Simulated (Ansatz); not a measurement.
One starting cell of PbS (a generated trial cell of PbS in the AFLOW prototype AB_oP4_59_a_b (as in CuTe)) was relaxed twice with Ansatz (plane waves, PAW, scalar-relativistic): with r2SCAN at 500 eV and with PBE at 420 eV. The r2SCAN result:

```
PbS
1.0
    0.00000     2.98756     2.98756
    2.98756     0.00000     2.98756
    2.98756     2.98756     0.00000
S Pb
1 1
Direct
  0.00000   0.00000   0.00000
  0.50000   0.50000   0.50000
```

| quantity | r2SCAN | PBE |
|---|---|---|
| space group | Fm-3m | Fm-3m |
| volume (Å³/atom) | 26.67 | ? |
| a (Å) | 5.975 | ? |
| gap (eV, no spin-orbit coupling) | 0.70 | ? |

Problem. Fill in the PBE column.

Solution. 
- volume (Å³/atom), PBE: 27.11
- a (Å), PBE: 6.008
- gap (eV, no spin-orbit coupling), PBE: 0.50

Both levels end in the same structure; PBE's volume is 1.7 % larger; its gap is 0.20 eV smaller. Neither column is exact.

No spin polarisation in the result. Without spin-orbit coupling the bands of the heavy element are not split, so the gap can be far off.

The run could not lose the symmetry of its start; a randomly shaken copy of 4 atoms returns to this structure.

Ansatz is a first-principles code.
